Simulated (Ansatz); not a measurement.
Values for one crystal, relaxed and computed with plane-wave PAW r²SCAN (Ansatz code); other levels are named.

Volume per atom: 16.06 Å³
Electronic character: metallic (no gap)
Formation energy from the elements (no fitted shifts): -0.66 eV/atom
Density of states at the Fermi level: 0.57 states/eV per atom (mean over ±0.08 eV)

Q: Pick the material that matches.
A) Ta4GaSe8, F-43m (Ta on 16e, Ga on 4b, Se on 16e, Se on 16e)
B) TaP2, Cmc2_1 (Ta on 4a, P on 4a, P on 4a)
C) YTaN3, R3c (Y on 6a, Ta on 6a, N on 18b)
D) Ta2GeN, P6_3/mmc (Ge on 2d, Ta on 4f, N on 2a)

A: B, TaP2, Cmc2_1 (Ta on 4a, P on 4a, P on 4a)

The start of the workflow was typed in or built on a structure type; neither database checked (COD, Materials Project) lists it. Whether it is the stable phase at ambient conditions was not checked. The cell was relaxed with r²SCAN under the symmetry of its start; its stability against distortions is not shown here. No spin polarisation was allowed. The references are the lowest solids computed at this level, not always the standard phases. Spin–orbit coupling is left out wherever it is not named.

Potentials: the earlier of the program's two PAW sets. The files were generated under PBE; for other functionals the program regenerates the frozen cores, and for LDA and PBEsol the local potential too.
